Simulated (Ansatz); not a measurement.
CaGa:
```xyz
4
Lattice="2.0230 -5.7570 0.0000 2.0230 5.7570 0.0000 0.0000 0.0000 4.3932" Properties=species:S:1:pos:R:3 pbc="T T T"
Ca     2.0230     1.6801     3.2949
Ca     2.0230    -1.6801     1.0983
Ga     2.0230     4.9809     3.2949
Ga     2.0230    -4.9809     1.0983
```

Relaxed with r²SCAN. Special points in fractions of this cell's reciprocal vectors: Γ (0.000, 0.000, 0.000); Y (-0.500, 0.500, 0.000); C0 (-0.281, 0.719, 0.000); Σ0 (0.281, 0.281, 0.000); Z (0.000, 0.000, 0.500); A0 (0.281, 0.281, 0.500); E0 (-0.281, 0.719, 0.500); T (-0.500, 0.500, 0.500); S (0.000, 0.500, 0.000); R (0.000, 0.500, 0.500).

Q: List the band energies nearest the Fermi level at these points for DFT-r²SCAN in the program Ansatz with PAW potentials.

A: In eV from the Fermi level; about four levels below and three above (degenerate sets whole), none deeper than 8.9 eV; points with the same levels are listed once.

```json
[
 {"k": "Γ", "below": "-8.64 -4.37 -1.69 -0.59", "above": "0.48 0.64 2.13"},
 {"k": "Y", "below": "-8.31 -5.36 -0.68 -0.14", "above": "0.39 0.85 1.08"},
 {"k": "C0", "below": "-3.82 -3.12 -0.71 -0.44", "above": "0.08 1.82 2.08"},
 {"k": "Z", "below": "-6.65 -6.65 -1.29 -1.29", "above": "0.19 0.19 1.12 1.12"},
 {"k": "A0", "below": "-1.56 -1.56 -1.26 -1.26", "above": "1.28 1.28 4.09 4.09"},
 {"k": "T", "below": "-6.41 -6.41 -2.66 -2.66", "above": "1.50 1.50 2.00 2.00"},
 {"k": "S", "below": "-3.79 -2.86 -1.25 -0.70", "above": "0.32 1.76 1.94"},
 {"k": "R", "below": "-1.58 -1.58 -1.09 -1.09", "above": "1.03 1.03 4.52 4.52"}
]
```

Space group Cmcm. The first step of the workflow began from a Materials Project structure, measured or hypothetical; the Crystallography Open Database copy checked does not list it. Whether it is the stable phase at ambient conditions was not checked. The r²SCAN relaxation kept the symmetry of its start; whether a distortion lowers the energy is not shown. Scalar-relativistic: spin–orbit coupling is off unless named, which matters more the heavier the elements.

Potentials: the later of the program's two PAW sets.
